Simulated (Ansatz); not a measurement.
# Property card for MgInGaO4

MgInGaO4:
```
MgInGaO4
1.0
    1.66872     0.96343     8.42821
   -1.66872     0.96343     8.42821
    0.00000    -1.92687     8.42821
In Ga Mg O
1 1 1 4
Direct
  0.99799   0.99799   0.99799
  0.21233   0.21233   0.21233
  0.78439   0.78439   0.78439
  0.13515   0.13515   0.13515
  0.87616   0.87616   0.87616
  0.28841   0.28841   0.28841
  0.70557   0.70557   0.70557
```

Space group R3m (No. 160); conventional cell a = 3.337 Å, b = 3.337 Å, c = 25.285 Å, α = 90.00°, β = 90.00°, γ = 120.00°.

Method: r²SCAN (plane waves, PAW; program Ansatz). The cell and atoms are relaxed at this level. Other levels are named where they apply.

**Cell and energy**

```json
{
 "volume_per_atom": "11.61 Å³",
 "density": "5.57 g/cm³",
 "Formation energy from the elements (no fitted shifts)": "-2.22 eV/atom"
}
```

**Electronic structure**

```json
{
 "band_gap": "2.76 eV (indirect)",
 "valence_band_maximum": "off the standard path, at k = (-0.130, -0.016, 0.109) in fractions of the reciprocal vectors",
 "conduction_band_minimum": "at Γ",
 "smallest_direct_gap_on_the_standard_path": "2.90 eV",
 "electron_effective_mass": "0.27 mₑ (isotropic)",
 "hole_effective_mass": "1.3, 4.0, 18 mₑ (principal values)",
 "Gap with spin–orbit coupling": "2.76 eV"
}
```

**Mechanics**

```json
{
  "Bulk modulus (Birch–Murnaghan fit)": "1680 kbar",
  "Pressure derivative B′": "4.3"
}
```

**Charges**

```json
{
 "bader_charges": "In +1.96, Ga +1.97, Mg +1.74, O -1.59 to -1.31 e"
}
```

A made-up cell: these elements were put on the sites of a structure type; neither database checked (COD, Materials Project) lists it. Its standing as an ambient phase is unchecked. The r²SCAN relaxation kept the symmetry of its start; its stability against distortions is not shown here. The references are the lowest solids computed at this level, not always the standard phases (solids in place of the gases). Scalar-relativistic: spin–orbit coupling is off unless named, which matters more the heavier the elements.

Potentials: the earlier of the program's two PAW sets. The files were generated under PBE; for other functionals the program regenerates the frozen cores, and for LDA and PBEsol the local potential too.
